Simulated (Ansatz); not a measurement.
Level of theory: DFT PBE, scalar-relativistic, plane waves, PAW in Ansatz. All cells share a 420 eV cutoff and Γ-centred k meshes spaced at most about 0.3 Å⁻¹ (about 0.25 or finer for metals, 2π included). No spin polarisation in the final relaxations.

Temperature and zero-point effects are left out. All come from trial cells, and lower structures may exist.

Question: These unrelaxed guesses for CdBr₃ are each relaxed within their symmetry. Order them by the energy at which they end, lowest first.
A.

```xyz
4
Lattice="3.9669 0.0000 0.0000 0.0000 3.9669 0.0000 0.0000 0.0000 10.3724" Properties=species:S:1:pos:R:3 pbc="T T T"
Cd    0.0000    0.0000    0.0000
Br    1.9834    1.9834    7.9055
Br    0.0000    0.0000    5.1862
Br    1.9834    1.9834    2.4669
```

B.

```xyz
4
Lattice="5.7894 0.0000 0.0000 -2.8947 5.0138 0.0000 0.0000 0.0000 5.4031" Properties=species:S:1:pos:R:3 pbc="T T T"
Cd    0.0000    0.0000    0.0000
Br   -1.4751    4.1942    2.7016
Br    0.0000    1.6392    2.7016
Br    1.4751    4.1942    2.7016
```

C.

```xyz
4
Lattice="0.0000 4.3102 4.3102 4.3102 0.0000 4.3102 4.3102 4.3102 0.0000" Properties=species:S:1:pos:R:3 pbc="T T T"
Cd    0.0000    0.0000    0.0000
Br    4.3102    4.3102    4.3102
Br    2.1551    2.1551    2.1551
Br    6.4652    6.4652    6.4652
```

D.

```xyz
4
Lattice="4.1463 0.0000 0.0000 -2.0732 3.5908 0.0000 0.0000 0.0000 9.1500" Properties=species:S:1:pos:R:3 pbc="T T T"
Cd    0.0000    0.0000    0.0000
Br    2.0732    1.1969    4.5750
Br    0.0000    2.3939    5.8326
Br    0.0000    2.3939    3.3174
```

Answer: B (ends in P-6m2, 0 meV/atom), D (ends in P-6m2, 81 meV/atom), A (ends in P4/mmm, 193 meV/atom), C (ends in Fm-3m, BiF3 (D0_3) type, 0.42 eV/atom).

Weakly bound directions are ill-defined at this level, which has no dispersion term (P-6m2 at 40.5 Å³/atom, P-6m2 at 35.9 Å³/atom, P4/mmm), and this can change margins and order among such cells. In P-6m2 at 40.5 Å³/atom, P-6m2 at 35.9 Å³/atom, P4/mmm, Fm-3m an odd number of electrons in the primitive cell allows no gap without spin; a larger cell or a magnetic state could open one. A magnetic state wasn't ruled out in cells without spin, among them P-6m2 at 40.5 Å³/atom, P-6m2 at 35.9 Å³/atom, P4/mmm, Fm-3m. Cells relaxed within their symmetry can be saddle points. Some candidate types were left out of the draw beforehand, so a known form may be missing.
